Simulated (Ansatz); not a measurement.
Ta5Si3:
```
CELL_PARAMETERS angstrom
     -3.25153     3.25153     5.90766
      3.25153    -3.25153     5.90766
      3.25153     3.25153    -5.90766
ATOMIC_POSITIONS crystal
  Ta 0.01444 0.18505 0.50000
  Ta 0.98556 0.81495 0.50000
  Ta 0.18505 0.68505 0.17061
  Ta 0.81495 0.31495 0.82939
  Ta 0.68505 0.51444 0.50000
  Ta 0.31495 0.48556 0.50000
  Ta 0.51444 0.01444 0.82939
  Ta 0.48556 0.98556 0.17061
  Ta 0.50000 0.50000 0.00000
  Ta 0.00000 0.00000 0.00000
  Si 0.13022 0.63022 0.76044
  Si 0.86978 0.36978 0.23956
  Si 0.63022 0.86978 0.50000
  Si 0.36978 0.13022 0.50000
  Si 0.75000 0.75000 0.00000
  Si 0.25000 0.25000 0.00000
```

Relaxed with PBEsol.

Problem. Map the valence electron density (e/Å³), cut off at 0.7 on the plane through (0.500, 0.500, 0.000) spanned by u = [1, 0, 1] and v = [0, 1, 1] in lattice vectors, from the program Ansatz at the PBEsol level (PAW).

Solution. x is the fraction of u, y of v (the angle between them is 90°; rows are the nearest grid lines); atoms in the plane: Ta at (0.00, 0.00), Ta at (0.50, 0.50), Si at (0.63, 0.13), Si at (0.37, 0.87), Si at (0.13, 0.37), Si at (0.87, 0.63).
```
y \ x   0.000  0.0909  0.182  0.273  0.364  0.455  0.545  0.636  0.727  0.818  0.909   1.00
------  -----  ------  -----  -----  -----  -----  -----  -----  -----  -----  -----  -----
1.00    0.700   0.700  0.394  0.401  0.415  0.440  0.440  0.415  0.401  0.394  0.700  0.700
0.909   0.700   0.700  0.390  0.441  0.113  0.357  0.348  0.249  0.243  0.293  0.700  0.700
0.848   0.671   0.382  0.354  0.407  0.071  0.335  0.326  0.205  0.218  0.290  0.422  0.671
0.758   0.372   0.248  0.259  0.399  0.450  0.462  0.301  0.225  0.298  0.434  0.474  0.372
0.697   0.418   0.241  0.209  0.295  0.392  0.395  0.313  0.267  0.391  0.331  0.312  0.418
0.606   0.419   0.267  0.224  0.245  0.410  0.700  0.700  0.429  0.457  0.195  0.132  0.419
0.545   0.440   0.348  0.319  0.297  0.700  0.700  0.700  0.700  0.424  0.401  0.357  0.440
0.455   0.440   0.357  0.401  0.424  0.700  0.700  0.700  0.700  0.297  0.319  0.348  0.440
0.394   0.419   0.132  0.195  0.457  0.429  0.700  0.700  0.410  0.245  0.224  0.267  0.419
0.303   0.418   0.312  0.331  0.391  0.267  0.313  0.395  0.392  0.295  0.209  0.241  0.418
0.242   0.372   0.474  0.434  0.298  0.225  0.301  0.462  0.450  0.399  0.259  0.248  0.372
0.152   0.671   0.422  0.290  0.218  0.205  0.326  0.335  0.071  0.407  0.354  0.382  0.671
0.0909  0.700   0.700  0.293  0.243  0.249  0.348  0.357  0.113  0.441  0.390  0.700  0.700
0.000   0.700   0.700  0.394  0.401  0.415  0.440  0.440  0.415  0.401  0.394  0.700  0.700
```

The density is the valence pseudo-density with augmentation charge, so density and ELF within about 1 Å of a nucleus are not all-electron values.

Space group I4/mcm. The workflow started from a Materials Project entry (that database holds measured and hypothetical structures alike); the Crystallography Open Database files this formula in space group No. 140, but the cells were not matched. Its standing as an ambient phase is unchecked. The PBEsol relaxation kept the symmetry of its start; its stability against distortions is not shown here. The run is not spin-polarised. Spin–orbit coupling is left out wherever it is not named.

Potentials: the later of the program's two PAW sets.
